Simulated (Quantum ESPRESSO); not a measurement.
## Ca2ZnMgO4 (finding a planted mistake in a log)

Computed values, not a measurement. The program is pw.x of Quantum ESPRESSO 7.5 (plane-wave density functional theory). The cell is made up: 8 atoms on a rocksalt lattice, with randomly drawn elements, strain and displacements, not relaxed. PseudoDojo standard norm-conserving files (v0.5 for PBE, v0.4.1 for LDA and PBEsol) set the functional; there is no spin polarisation, spin-orbit coupling or dispersion term, and the masses in the input are unused placeholders.

Intended input:

```
&control calculation='scf', pseudo_dir='./dojo.nc.sr.pbe.v0_5.standard.upf', outdir='./o', disk_io='medium', tprnfor=.true., tstress=.true. /
&system ibrav=0, nat=8, ntyp=4, nbnd=43, ecutwfc=84.00895049, nosym=.true., tot_charge=0,
 occupations='smearing', smearing='fd', degauss=0.0018374661
/
&electrons conv_thr=7.350e-09, electron_maxstep=60, /
ATOMIC_SPECIES
Ca 1.0 Ca.upf
Mg 1.0 Mg.upf
O 1.0 O.upf
Zn 1.0 Zn.upf
CELL_PARAMETERS angstrom
4.5304 -0.0517 -0.0471
-0.0517 4.4302 -0.0116
-0.0471 -0.0116 4.4987
ATOMIC_POSITIONS angstrom
Ca -0.0542 0.0721 0.0345
Ca -0.0548 2.3683 2.1355
Zn 2.2009 -0.1001 2.2412
Mg 2.4347 2.1787 -0.1001
O 2.2915 0.1324 0.1378
O 2.1935 2.133 2.1532
O 4.5629 -0.0836 2.3344
O 4.4764 2.0441 -0.14
K_POINTS automatic
4 4 4 1 1 1
```

The log is shortened where brackets say so; the opening notice, blank lines, dates and the lines on written files are dropped, and the path of the files is cut. It prints rydbergs, bohrs and kilobars, and counts compression as positive stress.

Log of the intended run:

```
     Program PWSCF v.7.5
     Parallel version (MPI & OpenMP), running on       1 processor cores
     Number of MPI processes:                 1
     Threads/MPI process:                     1
     [start-up lines left out]
     bravais-lattice index     =            0
     lattice parameter (alat)  =       8.5622  a.u.
     unit-cell volume          =     609.1653 (a.u.)^3
     number of atoms/cell      =            8
     number of atomic types    =            4
     number of electrons       =        74.00
     number of Kohn-Sham states=           43
     kinetic-energy cutoff     =      84.0090  Ry
     charge density cutoff     =     336.0358  Ry
     scf convergence threshold =      7.3E-09
     mixing beta               =       0.7000
     number of iterations used =            8  plain     mixing
     Exchange-correlation= PBE
                           (   1   4   3   4   0   0   0)
     [axes and pseudopotential details left out]
   Cartesian axes
     site n.     atom                  positions (alat units)
         1        Ca     tau(   1) = (  -0.0119622   0.0159128   0.0076143  )
         2        Ca     tau(   2) = (  -0.0120946   0.5226951   0.4713150  )
         3        Zn     tau(   3) = (   0.4857491  -0.0220925   0.4946435  )
         4        Mg     tau(   4) = (   0.5373499   0.4808495  -0.0220925  )
         5        O      tau(   5) = (   0.5057450   0.0292213   0.0304131  )
         6        O      tau(   6) = (   0.4841159   0.4707633   0.4752215  )
         7        O      tau(   7) = (   1.0070538  -0.0184509   0.5152132  )
         8        O      tau(   8) = (   0.9879628   0.4511426  -0.0308987  )
     number of k points=    32  Fermi-Dirac smearing, width (Ry)=  0.0018
                       cart. coord. in units 2pi/alat
        k(    1) = (   0.1278209   0.1296681   0.1275684), wk =   0.0625000
        k(    2) = (   0.1304468   0.1303581   0.3793893), wk =   0.0625000
     [further k points left out]
     Dense  grid:    63349 G-vectors     FFT dimensions: (  50,  50,  50)
     Estimated max dynamical RAM per process >      86.79 MB
     Initial potential from superposition of free atoms
     starting charge      73.9892, renormalised to      74.0000
     Starting wfcs are   41 randomized atomic wfcs +    2 random wfcs
     total cpu time spent up to now is        9.8 secs
     per-process dynamical memory:    50.0 Mb
     Self-consistent Calculation
     iteration #  1     ecut=    84.01 Ry     beta= 0.70
     Davidson diagonalization with overlap
     ethr =  1.00E-02,  avg # of iterations =  6.8
     total cpu time spent up to now is       36.1 secs
     total energy              =    -823.60804831 Ry
     estimated scf accuracy    <       2.17629118 Ry
     iteration #  2     ecut=    84.01 Ry     beta= 0.70
     Davidson diagonalization with overlap
     ethr =  2.94E-03,  avg # of iterations =  4.0
     total cpu time spent up to now is       58.0 secs
     total energy              =    -823.91774487 Ry
     estimated scf accuracy    <       3.81630414 Ry
     [iterations 3 to 10 left out]
     iteration # 11     ecut=    84.01 Ry     beta= 0.70
     Davidson diagonalization with overlap
     ethr =  9.51E-10,  avg # of iterations =  2.0
     total cpu time spent up to now is      286.0 secs
     total energy              =    -824.68866514 Ry
     estimated scf accuracy    <       0.00000013 Ry
     iteration # 12     ecut=    84.01 Ry     beta= 0.70
     Davidson diagonalization with overlap
     ethr =  1.80E-10,  avg # of iterations =  2.8
     total cpu time spent up to now is      303.1 secs
     End of self-consistent calculation
     [lines on levels left out]
!    total energy              =    -824.68866516 Ry
     estimated scf accuracy    <          2.2E-09 Ry
     smearing contrib. (-TS)   =       0.00000000 Ry
     internal energy E=F+TS    =    -824.68866516 Ry
     The total energy is F=E-TS. E is the sum of the following terms:
     one-electron contribution =    -443.18512711 Ry
     hartree contribution      =     254.11769136 Ry
     xc contribution           =    -124.62395554 Ry
     ewald contribution        =    -510.99727387 Ry
     convergence has been achieved in  12 iterations
     Forces acting on atoms (cartesian axes, Ry/au):
     atom    1 type  1   force =     0.04763434   -0.05973855    0.01209429
     atom    2 type  1   force =     0.01110025   -0.10371370    0.02659997
     atom    3 type  4   force =    -0.00488382    0.02299508   -0.00555193
     atom    4 type  2   force =    -0.04882421   -0.00859691    0.00086576
     atom    5 type  3   force =    -0.01782195   -0.04381109   -0.01749503
     atom    6 type  3   force =     0.01821320    0.02633005    0.01633221
     atom    7 type  3   force =     0.00054820    0.05949747   -0.03442392
     atom    8 type  3   force =    -0.00596600    0.10703764    0.00157865
     Total force =     0.201664     Total SCF correction =     0.000260
     Computing stress (Cartesian axis) and pressure
          total   stress  (Ry/bohr**3)                   (kbar)     P=      139.86
   0.00070567   0.00014480   0.00012304          103.81       21.30       18.10
   0.00014480   0.00141295   0.00009429           21.30      207.85       13.87
   0.00012304   0.00009429   0.00073364           18.10       13.87      107.92
     init_run     :      9.04s CPU      9.61s WALL (       1 calls)
     electrons    :    291.25s CPU    293.30s WALL (       1 calls)
     forces       :      4.01s CPU      4.03s WALL (       1 calls)
     stress       :     15.27s CPU     15.34s WALL (       1 calls)
     [timing details left out]
     PWSCF        :   5m19.88s CPU   5m22.74s WALL
     JOB DONE.
```

A second run was made from an input with one planted mistake. Its log:

```
     Program PWSCF v.7.5
     Parallel version (MPI & OpenMP), running on       1 processor cores
     Number of MPI processes:                 1
     Threads/MPI process:                     1
     [start-up lines left out]
     bravais-lattice index     =            0
     lattice parameter (alat)  =       8.5622  a.u.
     unit-cell volume          =     609.1653 (a.u.)^3
     number of atoms/cell      =            8
     number of atomic types    =            4
     number of electrons       =        74.00
     number of Kohn-Sham states=           61
     kinetic-energy cutoff     =      84.0090  Ry
     charge density cutoff     =     336.0358  Ry
     scf convergence threshold =      7.3E-09
     mixing beta               =       0.7000
     number of iterations used =            8  plain     mixing
     Exchange-correlation= PBE
                           (   1   4   3   4   0   0   0)
     [axes and pseudopotential details left out]
   Cartesian axes
     site n.     atom                  positions (alat units)
         1        Ca     tau(   1) = (  -0.0119622   0.0159128   0.0076143  )
         2        Ca     tau(   2) = (  -0.0120946   0.5226951   0.4713150  )
         3        Zn     tau(   3) = (   0.4857491  -0.0220925   0.4946435  )
         4        Mg     tau(   4) = (   0.5373499   0.4808495  -0.0220925  )
         5        O      tau(   5) = (   0.5057450   0.0292213   0.0304131  )
         6        O      tau(   6) = (   0.4841159   0.4707633   0.4752215  )
         7        O      tau(   7) = (   1.0070538  -0.0184509   0.5152132  )
         8        O      tau(   8) = (   0.9879628   0.4511426  -0.0308987  )
     number of k points=    32  Fermi-Dirac smearing, width (Ry)=  0.0345
                       cart. coord. in units 2pi/alat
        k(    1) = (   0.1278209   0.1296681   0.1275684), wk =   0.0625000
        k(    2) = (   0.1304468   0.1303581   0.3793893), wk =   0.0625000
     [further k points left out]
     Dense  grid:    63349 G-vectors     FFT dimensions: (  50,  50,  50)
     Estimated max dynamical RAM per process >      98.04 MB
     Initial potential from superposition of free atoms
     starting charge      73.9892, renormalised to      74.0000
     Starting wfcs are   41 randomized atomic wfcs +   20 random wfcs
     total cpu time spent up to now is       11.4 secs
     per-process dynamical memory:    52.3 Mb
     Self-consistent Calculation
     iteration #  1     ecut=    84.01 Ry     beta= 0.70
     Davidson diagonalization with overlap
     ethr =  1.00E-02,  avg # of iterations =  7.1
     total cpu time spent up to now is       47.4 secs
     total energy              =    -823.74586621 Ry
     estimated scf accuracy    <       2.04168284 Ry
     iteration #  2     ecut=    84.01 Ry     beta= 0.70
     Davidson diagonalization with overlap
     ethr =  2.76E-03,  avg # of iterations =  2.0
     total cpu time spent up to now is       78.7 secs
     total energy              =    -824.00159916 Ry
     estimated scf accuracy    <       3.31135386 Ry
     [iterations 3 to 9 left out]
     iteration # 10     ecut=    84.01 Ry     beta= 0.70
     Davidson diagonalization with overlap
     ethr =  4.93E-10,  avg # of iterations =  2.0
     total cpu time spent up to now is      281.9 secs
     total energy              =    -824.69202546 Ry
     estimated scf accuracy    <       0.00000022 Ry
     iteration # 11     ecut=    84.01 Ry     beta= 0.70
     Davidson diagonalization with overlap
     ethr =  2.95E-10,  avg # of iterations =  1.8
     total cpu time spent up to now is      300.7 secs
     End of self-consistent calculation
     [lines on levels left out]
!    total energy              =    -824.69202550 Ry
     estimated scf accuracy    <          2.8E-09 Ry
     smearing contrib. (-TS)   =      -0.01559916 Ry
     internal energy E=F+TS    =    -824.67642634 Ry
     The total energy is F=E-TS. E is the sum of the following terms:
     one-electron contribution =    -443.20034496 Ry
     hartree contribution      =     254.13689279 Ry
     xc contribution           =    -124.61570030 Ry
     ewald contribution        =    -510.99727387 Ry
     convergence has been achieved in  11 iterations
     Forces acting on atoms (cartesian axes, Ry/au):
     atom    1 type  1   force =     0.04734903   -0.06004914    0.01197141
     atom    2 type  1   force =     0.01105517   -0.10312240    0.02666767
     atom    3 type  4   force =    -0.00437473    0.02303603   -0.00497523
     atom    4 type  2   force =    -0.04914510   -0.00829234    0.00045834
     atom    5 type  3   force =    -0.01783374   -0.04313790   -0.01707210
     atom    6 type  3   force =     0.01804545    0.02521217    0.01574450
     atom    7 type  3   force =     0.00057943    0.05954046   -0.03423633
     atom    8 type  3   force =    -0.00567550    0.10681312    0.00144175
     Total force =     0.200893     Total SCF correction =     0.000405
     Computing stress (Cartesian axis) and pressure
          total   stress  (Ry/bohr**3)                   (kbar)     P=      144.55
   0.00073930   0.00014221   0.00011991          108.76       20.92       17.64
   0.00014221   0.00144288   0.00009403           20.92      212.25       13.83
   0.00011991   0.00009403   0.00076573           17.64       13.83      112.64
     init_run     :     10.58s CPU     11.23s WALL (       1 calls)
     electrons    :    286.78s CPU    289.30s WALL (       1 calls)
     forces       :      3.35s CPU      3.39s WALL (       1 calls)
     stress       :     12.02s CPU     12.07s WALL (       1 calls)
     [timing details left out]
     PWSCF        :   5m13.03s CPU   5m16.48s WALL
     JOB DONE.
```

Question: what was wrong in the second input?

Answer: the smearing is too wide. The input lines that differ, file-writing options aside:

```
- &system ibrav=0, nat=8, ntyp=4, nbnd=43, ecutwfc=84.00895049, nosym=.true., tot_charge=0,
+ &system ibrav=0, nat=8, ntyp=4, nbnd=61, ecutwfc=84.00895049, nosym=.true., tot_charge=0,
-  occupations='smearing', smearing='fd', degauss=0.0018374661
+  occupations='smearing', smearing='fd', degauss=0.0345443628
```

```
                                            intended run  run with the mistake
                          free energy (eV)    -11220.461            -11220.507
                    smearing term -TS (eV)        0.0000               -0.2122
                            pressure (GPa)         13.99                 14.46
            largest force component (eV/Å)         2.752                 2.746
largest change of a force component (eV/Å)                               0.029
                                iterations            12                    11
```

For scale, a rerun of the intended cell at 1437 eV and a 6 x 6 x 6 mesh moved values by no more than 0.002 eV in energy, 0.04 GPa in stress and 0.010 eV/Å in force. The number of bands, nbnd, was set by rule from the electron count and the smearing, so it follows the mistake.